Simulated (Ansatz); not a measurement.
CaO:
```yaml
crystal:
  lattice:
    - [0.00000, 2.58965, 2.58965]
    - [2.58965, 0.00000, 2.58965]
    - [2.58965, 2.58965, 0.00000]
  atoms:
    - { symbol: Ca, position: [0.00000, 0.00000, 0.00000] }
    - { symbol: O, position: [0.25000, 0.25000, 0.25000] }
```

x, y and z are the axes in which the lattice vectors are written.

Q: Give the high-frequency dielectric tensor and the Born effective charge tensors of the independent atoms from DFPT, plane-wave PAW PBEsol (Ansatz code).

A: 
ε∞:
```
3.34  0.00  0.00
0.00  3.34  0.00
0.00  0.00  3.34
```
Z* of atom 1 (Ca), rows: field, columns: displacement, in e:
```
2.09  0.00  0.00
0.00  2.09  0.00
0.00  0.00  2.09
```
Z* of atom 2 (O), rows: field, columns: displacement, in e:
```
-2.09   0.00   0.00
 0.00  -2.09   0.00
 0.00   0.00  -2.09
```

Space group F-43m (zinc blende). The start of the workflow was typed in or built on a structure type; neither database checked (COD, Materials Project) lists it. It is not the phase usual at ambient conditions (space group No. 225). The cell was relaxed with PBEsol under the symmetry of its start; its stability against distortions is not shown here.

Potentials: the earlier of the program's two PAW sets. The files were generated under PBE; for other functionals the program regenerates the frozen cores, and for LDA and PBEsol the local potential too.
